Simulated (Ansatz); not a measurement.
In LDA (plane waves, PAW; program Ansatz), Si3N4 in the hexagonal phase (P6_3/m; Si on 6h, N on 2c, N on 6h) relaxes to a = 7.574 Å, c = 2.891 Å. Si has 4 nearest neighbours from 1.72 Å (tetrahedral); N on 2c has 3 nearest neighbours from 1.72 Å (trigonal planar); N on 6h has 3 nearest neighbours from 1.73 Å (trigonal planar). Against the elements it lies at -1.41 eV/atom, with no fitted shifts.

The Kohn–Sham gap is 4.22 eV (indirect). The valence maximum lies on the Γ–A line, 33 % of the way from Γ and the conduction minimum at Γ. Electrons at the band edge weigh 0.22, 1.4, 1.4 mₑ (principal values). The hole mass is 0.81, 0.81, 1.8 mₑ (principal values).

An equation-of-state fit gives a bulk modulus of 252 GPa. The relaxed-ion elastic constants in GPa are C11 = 423, C12 = 200, C13 = 119, C33 = 553, C44 = 99.1. The elastic constants imply a Debye temperature near 935 K. Perturbation theory gives ε∞ = 4.24 (xx = yy), 4.31 (zz). Letting the ions move raises it to ε0 = 8.16 (xx = yy), 8.13 (zz). Born charges are Si +3.37, N -2.55 to -2.52 e. The phonon dispersion is stable (no imaginary branch). Without the LO–TO term the highest mode at Γ lies at 1058 cm⁻¹.

The cell was relaxed with LDA under the symmetry of its start. The references are the lowest solids computed at this level, not always the standard phases (solids in place of the gases).

Potentials: the later of the program's two PAW sets.
